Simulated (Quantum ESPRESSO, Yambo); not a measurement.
# Levels of theory for the gap of Ca2RuH6

Ca₂RuH₆ (space group Fm-3m, No. 225): one geometry, one set of PBEsol (Quantum ESPRESSO, PseudoDojo norm-conserving, 84 Ry, no spin-orbit coupling) orbitals, self-energies from Yambo (4×4×4 Γ-centred k mesh, bands 5 to 174 and a 8 Ry block in the screening, 174 bands in G with the Bruneval-Gonze terminator, plasmon pole fitted at 27.2 eV).

The geometry is that of Materials Project entry mp-1079896, symmetrised and not relaxed again.

| level | gap W → X (eV) | direct gap at X (eV) | rough Yambo cost |
|---|---|---|---|
| PBEsol (Quantum ESPRESSO) | 2.34 | 2.35 | – |
| exchange only (Hartree-Fock self-energy on PBEsol orbitals) | 10.92 | 10.91 | about 1/10 (8 states) |
| static COHSEX@PBEsol | 4.36 | 4.36 | within a factor of two (3 states) |
| G0W0@PBEsol, plasmon pole | 3.69 | 3.70 | 1 (8 states) |

Bare exchange has no screening and gives the widest gap; static COHSEX screens it but leaves out the frequency dependence, which G0W0 restores.

Costs are rough ratios of core time on shared machines.

Nearest settings tried, and what they do to the gap: 111 bands in G: +4 meV; 81 bands in W: -16 meV; 3 Ry block (65 vectors against 283): -54 meV. Not varied: mesh. So the settings aren't converged at that level.

Spin-orbit splittings are left out.

The structure is a Materials Project entry; no match was found in the copy of COD used, and its stability was not checked.
